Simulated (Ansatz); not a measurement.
**AlGa$_{3}$As$_{4}$ (P-4m2) at 2 levels of theory**

One geometry, relaxed with PBE; plane waves with PAW potentials in Ansatz, scalar-relativistic. No spin polarisation. Gaps are the least over mesh and band path; pressure is positive in compression.

Space group P-4m2 (No. 115). a = 4.061 Å, b = 4.061 Å, c = 11.476 Å, α = 90.00°, β = 90.00°, γ = 90.00°
| atom | site | symmetry | x | y | z |
| --- | --- | --- | --- | --- | --- |
| Al | 1a | -4m2 | 0.0000 | 0.0000 | 0.0000 |
| Ga | 2f | 2mm. | 0.5000 | 0.5000 | 0.2497 |
| Ga | 1d | -4m2 | 0.0000 | 0.0000 | 0.5000 |
| As | 2g | 2mm. | 0.5000 | 0.0000 | 0.1241 |
| As | 2g | 2mm. | 0.0000 | 0.5000 | 0.3749 |

| level | cutoff (eV) | k mesh | gap (eV) | pressure (GPa) |
| --- | --- | --- | --- | --- |
| PBE | 420 | 10×10×4 | 0.52 | 0.0 |

Problem. What comes out on the same cell with r2SCAN?

Solution.
```csv
level,cutoff (eV),k mesh,gap (eV),pressure (GPa)
r2SCAN,500,10×10×4,1.01,-2.5
```

The structure comes from a generated guess; another structure or a mixture of phases may lie lower.
